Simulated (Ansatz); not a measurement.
## YSn$_{3}$: pressure against volume

YSn$_{3}$, Pm-3m, a = 4.647 Å. The structure is a COD entry; whether it is the stable form wasn't checked. Ansatz: PBEsol, PAW, 420 eV, Γ-centred 10×10×10 mesh on 4 atoms, Gaussian smearing 0.10 eV; no spin polarisation. Symmetry fixes shape and atoms, so the cell is only scaled; pressure is positive in compression.

```
V (Å³/atom) P (GPa)
     22.079        ?
     22.832     7.49
     23.584     4.56
     24.337     2.08
     25.090    -0.01
     25.842    -1.79
     26.595    -3.31
     27.599    -4.99
```

Question: Take V0 = 25.090 Å³/atom, count pressures from its P0 = -0.01 GPa, fit the third-order Birch–Murnaghan form to the other rows, and predict the missing pressure.

Answer: With the Eulerian strain f = ½[(V0/V)^(2/3) − 1] and y = (P − P0)/[3f(1 + 2f)^(5/2)], the form is the line y = B0 + 1.5 B0 (B0′ − 4) f. Rows (f, y): 0.03244, 65.9; 0.02107, 65.2; 0.01026, 64.5; -0.00975, 63.9; -0.01905, 63.6; -0.03078, 63.2. Means f = 0.0006983, y = 64.383; Σ(Δf)² = 0.003004, ΣΔfΔy = 0.1237; the slope is their ratio. y = 64.35 + 41.17 f GPa, so B0 = 64.3 GPa and B0′ = 4 + 2 × (41.17)/(3 × 64.35) = 4.43. At V = 22.079, f = 0.04448, y = 66.18 and P = 10.92 GPa. The run gave 10.96 GPa, so the fit is 0.04 GPa too low, a small miss on the scale of the series.